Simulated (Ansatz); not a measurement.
Sheets of one type (buckled honeycomb), r²SCAN+D4 (plane waves, PAW; program Ansatz); HSE06 gaps on those cells.

| layer | a (Å) | thickness (Å) |
|---|---|---|
| Pt | 4.039 | 0.69 |
| Co | 2.419 | 1.92 |
| Pd | 2.665 | 2.33 |
| Mo | 3.085 | 1.61 |
| Cu | 2.452 | 2.08 |
| Ru | (withheld) | (withheld) |

What belongs in the gaps?


- Ru, a (Å): 3.521
- Ru, thickness (Å): 1.05

Spin orders computed, not proven ground states: Pt, buckled honeycomb layer ferromagnetic; Co, buckled honeycomb layer ferromagnetic; Pd, buckled honeycomb layer ferromagnetic; Ru, buckled honeycomb layer ferromagnetic. Began spin-polarised and lost the moments: Mo, buckled honeycomb layer. All cells were relaxed under the symmetry of their starts (and spin orders); stability against distortions was not tested throughout. Rows with no word on spin ran without spin polarisation. Spin–orbit coupling is left out wherever it is not named. Constructed layers (a layer type filled with these elements): Pt, buckled honeycomb layer; Co, buckled honeycomb layer; Pd, buckled honeycomb layer; Mo, buckled honeycomb layer; Cu, buckled honeycomb layer; Ru, buckled honeycomb layer.

Potentials: the later of the program's two PAW sets.
